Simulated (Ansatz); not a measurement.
## TiB2: frozen-core PAW against all-electron methods

```
Ti B
1.0
     2.96861    0.00000    0.00000
    -1.48431    2.57090    0.00000
     0.00000    0.00000    3.22840
Ti B
1 2
Direct
  0.00000 0.00000 0.00000
  0.33333 0.66667 0.50000
  0.66667 0.33333 0.50000
```

Atom numbers follow the list: Ti1, B2, B3.

The conventional cell has a = 2.969 Å, b = 2.969 Å, c = 3.228 Å, α = 90.00°, β = 90.00°, γ = 120.00°. Around Ti (atom 1) lie 12 B at 2.35 Å. B (atom 2) has 3 B at 1.71 Å as nearest neighbours.

The cell comes from COD entry 2002799, which wasn't checked; take it as a given geometry. The listed cell was then made from it by scaling, straining or moving an atom.

Methods: DFT, PBEsol, PAW with Ansatz's default frozen-core files, scalar-relativistic (Ansatz 0.2.0); DFT, PBEsol, all-electron PAW with datasets made for the crystal, scalar-relativistic (Ansatz 0.2.0); DFT, PBEsol, all-electron LAPW, scalar-relativistic (Ansatz 0.2.0).

For PAW: a Γ-centred 15×15×13 k mesh, Fermi–Dirac smearing of 0.08 eV, cutoff 420 eV, no spin polarisation; the PAW files were made with PBE, and the program remakes their frozen cores for this functional. The crystal-made all-electron datasets (AE datasets) take a cutoff of 380 eV at this cell. LAPW targets a basis error of 1 meV/atom. The Ansatz runs share mesh, smearing and spin set-up. Plane-wave (PAW) pressures include the program's estimate of the Pulay term.

Stress and pressure are positive in compression.

The change that made this cell: equal xx and yy strain of -2 %.

In a metal, gradients converge slowly with the k mesh: the values move by tens of per cent from one mesh to another, at times in sign, so only the comparison on one mesh counts.

```tsv
quantity	PAW	AE datasets	LAPW
pressure (GPa)	6.53	6.50	6.49
stress xx (GPa)	11.27	11.21	11.21
stress zz (GPa)	-2.95	-2.94	-2.94
field gradient Vzz at Ti1 (10²¹ V/m²)	2.43	2.52	–
```

PAW's pressure differs from the LAPW value by +0.03 GPa.
